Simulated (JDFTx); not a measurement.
Unstrained cell:

Al(100) slab cut from bulk Al (space group Fm-3m, indices of the conventional cell, lattice of the Materials Project entry mp-134, not re-optimised): 5 atoms in 5 planes, a 1x1 cell of 8.16 Å² (|a| = 2.856, |b| = 2.856 Å), 8.1 Å between the outermost planes, cell height 24.1 Å, 8×8×1 k mesh, Fermi smearing 0.01 Ha, no spin polarisation.

Method: PBE, GBRV ultrasoft potentials, plane waves to 20/100 Ha, in a modified build of JDFTx. The in-plane lattice is scaled by the biaxial strain ε at a fixed k mesh and cell height, and all atoms off the mid-plane are relaxed in vacuum within the cell's symmetry. Zero strain is the lattice given, not this level's minimum.

```json
[
 {"ε (%)": "-3", "work function (eV)": "4.17"},
 {"ε (%)": "-1.5", "work function (eV)": "4.22"},
 {"ε (%)": "0", "work function (eV)": "4.27"},
 {"ε (%)": "1.5", "work function (eV)": "withheld"},
 {"ε (%)": "3", "work function (eV)": "4.38"}
]
```

Question: Fit W = sε + W₀ to the other rows by least squares, predict the withheld value, and compare with the run.

Answer: The fit gives s (eV/%) = 0.0350, W₀ (eV) = 4.27, with a root-mean-square miss of 0.002 eV on its own rows. It predicts 4.33 eV; the run gives 4.32 eV, a miss of 0.01 eV.
